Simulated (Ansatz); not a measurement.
Data:

AlCl$_{3}$:
```xyz
8
Lattice="2.9227 5.0583 0.0000 -2.9227 5.0583 0.0000 -1.8904 0.0000 5.6829" Properties=species:S:1:pos:R:3 pbc="T T T"
Al     0.0000     1.6850     0.0000
Al     0.0000     8.4316     0.0000
Cl     0.1926     5.0583     4.3575
Cl    -2.0830     5.0583     1.3254
Cl     1.0365     6.8523     1.3141
Cl    -2.9269     3.2643     4.3688
Cl    -2.9269     6.8523     4.3688
Cl     1.0365     3.2643     1.3141
```

This is the LDA-relaxed structure. Tensor components refer to the Cartesian frame of this cell.

Question: All from LDA (plane waves, PAW; program Ansatz), unless another level is named. Give the vibrational entropy at 300 K.

Answer: 27.5 J/(K·mol of atoms).

Question: What about the zero-point energy?

Answer: 42.9 meV/atom.

Question: Give the highest zone-centre frequency (without LO–TO term).

Answer: 453 cm⁻¹.

Question: Give the Hill bulk and shear moduli.

Answer: 23.4 and 13.3 GPa.

Question: What about the elastic constants (relaxed ions, GPa)?

Answer: C11 = 76.8, C22 = 78.0, C33 = 26.2, C12 = 23.1, C13 = 5.1, C23 = 4.7, C44 = 5.1, C55 = 5.1, C66 = 27.0, C15 = 0.8, C25 = -1.3, C35 = -0.4, C46 = -1.3.

Space group C2/m. The workflow started from a Materials Project entry (that database holds measured and hypothetical structures alike); the Crystallography Open Database files this formula in space group No. 12, but the cells were not matched. Its standing as an ambient phase is unchecked. The cell was relaxed with LDA under the symmetry of its start; phonons on a q-mesh show no instability. A crystal of weakly bound layers computed without a dispersion correction: the cell and the soft elastic constants depend strongly on that.

Potentials: the earlier of the program's two PAW sets.
